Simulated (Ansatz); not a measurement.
The elements of this relaxed trial crystal are hidden behind letters.

```
lattice vectors (Å)
   4.5289   -2.2648    0.0000
   4.5289    2.2648    0.0000
  -2.3695    0.0000    6.3724
fractional positions
X 0.0785 0.7207 0.0455
X 0.7207 0.0785 0.5455
X 0.2793 0.9215 0.4545
X 0.9215 0.2793 0.9545
Z 0.1277 0.4709 0.3494
Z 0.4709 0.1277 0.8494
Z 0.5291 0.8723 0.1506
Z 0.8723 0.5291 0.6506
Z 0.6722 0.3278 0.2500
Z 0.3278 0.6722 0.7500
```

All numbers below come from Ansatz, DFT PBE, scalar-relativistic, plane waves, PAW. Settings of the last relaxation (10-atom cell): 420 eV, 10×10×6 k points, Gaussian smearing of 0.10 eV, no spin polarisation.

- Space group: C2/c (No. 15)
- Conventional cell: a = 9.058 Å, b = 4.530 Å, c = 6.799 Å, β = 110.4°
- Volume per atom: 13.07 Å³
- Density: 6.21 g/cm³
- Energy over the elements: −0.20 eV/atom
- Gap on the 10×10×6 mesh of the 10-atom cell: 0 eV (a metal)

Energies are uncorrected and count from the elements' standard states at the same level.

Task: X is a p-block element of period 3 and Z is a d-block element of period 4. Which elements are they?

Result: X = Al, Z = Cu, so the formula is Al2Cu3. Density times volume gives a mean mass of 6.21 × 13.07/1.6605 = 48.9 u per atom, and this set has 48.9 u. Among the elements that the hints allow, noble gases aside, only these give it. Around Al lie 9 Cu at 2.57–2.68 Å and 3 Al at 2.64–2.74 Å; Cu on a site of symmetry 1 is surrounded by 6 Al at 2.60–2.68 Å and 6 Cu at 2.60–2.70 Å; Cu on a site of symmetry 2 is surrounded by 6 Al at 2.57–2.67 Å and 6 Cu at 2.65–2.70 Å.

This cell was reached by moving the atoms of another relaxed cell at random and relaxing again, last within the group found; it had no such test of its own.
